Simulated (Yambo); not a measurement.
CsNbP$_{2}$O$_{8}$ (space group C2/m, No. 12): one transition space (4×4×2 mesh, 25 valence and 10 conduction bands, Tamm-Dancoff) with different kernels in Yambo, on PBEsol orbitals; field along x. BSE alone uses the static screening with 114 bands and a 3 Ry block; its scissor and those of RPA and TDDFT come from G0W0, that of the TDHF-type run from bare exchange. Axes are Cartesian, with cell vectors (Å) (4.37, -2.63, 0.00), (4.37, 2.63, 0.00), (-0.52, 0.00, 8.76).

```tsv
kernel	scissor (eV)	direct gap with it (eV)	lowest state (eV)	rough cost
BSE (screened electron-hole attraction)	2.37	5.11	3.96 (dark)	1 (with the screening)
RPA (no attraction)	2.37	5.11	5.11 (dark)	about 1/3
TDHF-type (unscreened attraction, exchange-only scissor)	11.57	14.31	9.36 (dark)	within a factor of two
```

Costs are rough.

RPA leaves the lowest state at the direct gap: no bound exciton. These are vertical excitations (zero momentum); the indirect quasiparticle gap, about 5.01 eV, is smaller than the direct one (5.12 eV on the GW mesh). Spin singlets only. Strong means a line over 3 % of the spectrum's maximum, dark under 0.03 %. Absolute energies carry the error of the G0W0 scissor, whose convergence isn't established; the long-wavelength screening was taken along (1,1,1) although the crystal is anisotropic. Convergence of the binding with the mesh was not shown.

Spin-orbit coupling is not included.

Geometry of the Materials Project entry, not relaxed at this level; primitive cell a = b = 5.101 Å, c = 8.774 Å, α = β = 92.92°, γ = 62.09°.
